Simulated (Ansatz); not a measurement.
Relaxed candidate structures of Cr₂N:

**A**
```cif
data_Cr2N
_chemical_formula_sum 'Cr2 N1'
_space_group_name_H-M_alt 'P 1'
_space_group_IT_number 1
_cell_length_a 2.99437
_cell_length_b 3.58300
_cell_length_c 4.02951
_cell_angle_alpha 90.000
_cell_angle_beta 90.000
_cell_angle_gamma 90.000
loop_
_space_group_symop_operation_xyz
  'x, y, z'
loop_
_atom_site_label
_atom_site_type_symbol
_atom_site_fract_x
_atom_site_fract_y
_atom_site_fract_z
_atom_site_occupancy
Cr1 Cr 0.00000 0.50000 0.00000 1
Cr2 Cr 0.50000 0.50000 0.50000 1
N1 N 0.00000 0.00000 0.00000 1
```
Spin order: ferrimagnetic.

**B**
```
Cr2N
1.0
   -1.92383     1.94817     3.85716
    1.92383    -1.94817     3.85716
    1.92383     1.94817    -3.85716
Cr N
4 2
Direct
  0.88609   0.13609   0.75000
  0.39642   0.64642   0.75000
  0.11391   0.86391   0.25000
  0.60358   0.35358   0.25000
  0.13687   0.38687   0.75000
  0.86313   0.61313   0.25000
```
Spin order: non-magnetic.

**C**
```
CELL_PARAMETERS angstrom
     -1.25269     1.25269     4.37244
      1.25269    -1.25269     4.37244
      1.25269     1.25269    -4.37244
ATOMIC_POSITIONS crystal
  N  0.00000 0.00000 0.00000
  Cr 0.36475 0.36475 0.00000
  Cr 0.63525 0.63525 0.00000
```
Spin order: non-magnetic.

**D**
```
CELL_PARAMETERS angstrom
      0.00000     3.67863     4.77617
      1.95954     0.00000     4.77617
      1.95954     3.67863     0.00000
ATOMIC_POSITIONS crystal
  Cr 0.66676 0.33324 0.66676
  Cr 0.33324 0.66676 0.33324
  Cr 0.15082 0.15082 0.84918
  Cr 0.84918 0.84918 0.15082
  N  0.35072 0.35072 0.64928
  N  0.64928 0.64928 0.35072
```
Spin order: ferrimagnetic.

**E**
```
Cr2N
1.0
    2.83317     0.00000     0.00000
   -1.41658     2.45360     0.00000
    0.00000     0.00000     4.22468
N Cr
1 2
Direct
  0.00000   0.00000   0.00000
  0.33333   0.66667   0.24645
  0.66667   0.33333   0.75355
```
Spin order: non-magnetic.

Problem. Put the candidates in order of energy per atom, lowest first, for PBE (plane waves to 420 eV, PAW, scalar-relativistic; Ansatz, a program for electronic structure).

Solution. B (reference), E (+0.08 eV/atom), D (+0.20 eV/atom), C (+0.45 eV/atom), A (+1.21 eV/atom)

The lowest structure calculated, Pnnm, oP6, AFLOW prototype AB2_oP6_58_a_g (as in Fe2C), non-magnetic, is not among these; it lies 0.05 eV/atom below the lowest of them. Each run could gain symmetry but not lose that of its start, so entries can be saddle points. All of these are generated cells (placed on structure types, drawn at random, substituted or restacked) that were not matched to a known phase here. Each structure is listed in the lowest spin state found for it. The real structure of this composition may not be among these. Energies are at zero temperature and pressure, without zero-point motion. The runs use different k-meshes, so differences are rounded accordingly. Spin states reached: ferrimagnetic, non-magnetic; non-magnetic ones ran without spin or lost their moments; spin orders were not searched systematically.
